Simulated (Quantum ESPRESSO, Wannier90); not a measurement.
AlInSb2 (R3m): Wannier90 run

```
AlInSb2
1.0
   -2.27624     3.94256     0.00000
   -4.55248     0.00000     0.00000
   -2.27624     1.31419     7.40292
Al In Sb
1 1 2
Direct
  0.00029   0.00029   0.99913
  0.49967   0.49967   0.50098
  0.87944   0.87944   0.36169
  0.37059   0.37059   0.88822
```

Structure: Materials Project mp-1228866, symmetrised, not relaxed again. Not found in the COD (Crystallography Open Database) copy used; not checked further. Method: PBEsol plane waves in Quantum ESPRESSO 7.5 (PseudoDojo norm-conserving files, 64 Ry, spinors with spin-orbit coupling), Bloch states on a 4×4×4 mesh through Γ, Wannier90 4.0.1. Density: 8×8×8 mesh, cold smearing 0.01 Ry. With spin-orbit coupling a semilocal functional can close or falsely invert a small gap; the band order was not checked against a better method.

Valence charges of the files: Al 3, In 13, Sb 15. 82 bands were computed.

Isolated groups of bands, relative to the Fermi level (bands from 35 on overlap up to the last one computed):

```tsv
bands	from (eV)	to (eV)	filling	weight on atomic waves
1–8	-29.39	-29.27	filled	Sb 4d 100 %
9–20	-28.15	-28.03	filled	Sb 4d 100 %
21–24	-15.11	-15.06	filled	In 4d 99 %
25–30	-14.30	-14.20	filled	In 4d 99 %
31–34	-10.72	-8.89	filled	Sb 5s 63 %, Al 3p 11 %, In 5p 10 %
```

Wanted is a model with the orbitals Al s p, In s p, Sb s p, without the filled groups that are mainly made of other shells (semicore states, and anion s where it isn't named); all higher bands stay in for disentanglement.

Question: Give num_wann, exclude_bands and num_bands, and the number of electrons that the model holds.

Answer: Electrons: 1×3 + 1×13 + 2×15 = 46, or 46.0 bands' worth; no gap over 0.05 eV opens at the Fermi level at this level of theory.
num_wann = 2 × (1×4 + 1×4 + 2×4) = 32.
exclude_bands = 1-30, 30 bands, so num_bands = 82 − 30 = 52.
The model holds 46 − 1×30 = 16 electrons. With the window frozen to 1.50 eV it follows pw.x to 25 meV rms (states up to 1.0 eV relative to the Fermi level).
